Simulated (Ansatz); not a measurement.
SrTiHO2 in space group P4/mmm (No. 123; Sr on 1a, Ti on 1d, O on 2e, H on 1c) at seven volumes, the program Ansatz at the r²SCAN level (PAW), shape and atoms relaxed at each. One row is withheld.

| V (Å³/atom) | P (GPa) |
|---|---|
| 10.762 | 14.28 |
| 11.116 | 8.67 |
| 11.471 | 3.94 |
| 11.826 | 0.00 |
| 12.181 | -3.40 |
| 12.536 | -6.41 |
| 12.890 | ? |

Q: Fit the shown pressures and predict the withheld one.

A: P = (3/2)B₀(x^(7/2) − x^(5/2))[1 + (3/4)(B′ − 4)(x − 1)] with x = (V₀/V)^(2/3). Least squares on the six rows gives V₀ = 11.822 Å³/atom, B₀ = 123 GPa, B′ = 4.37. At V = 12.890, x = 0.9440 and P = -8.81 GPa. The run itself gave -8.98 GPa.

The start of the workflow was typed in or built on a structure type; neither database checked (COD, Materials Project) lists it. Whether it is the stable phase at ambient conditions was not checked. The r²SCAN relaxation kept the symmetry of its start; its stability against distortions is not shown here. Spin order of the final state: ferromagnetic, the only order run, not a proven ground state. The cell computed holds one magnetic atom, so no antiferromagnetic order was within reach. Other orbital occupations within this spin state were not tried. No Hubbard U is applied.

Potentials: the earlier of the program's two PAW sets.
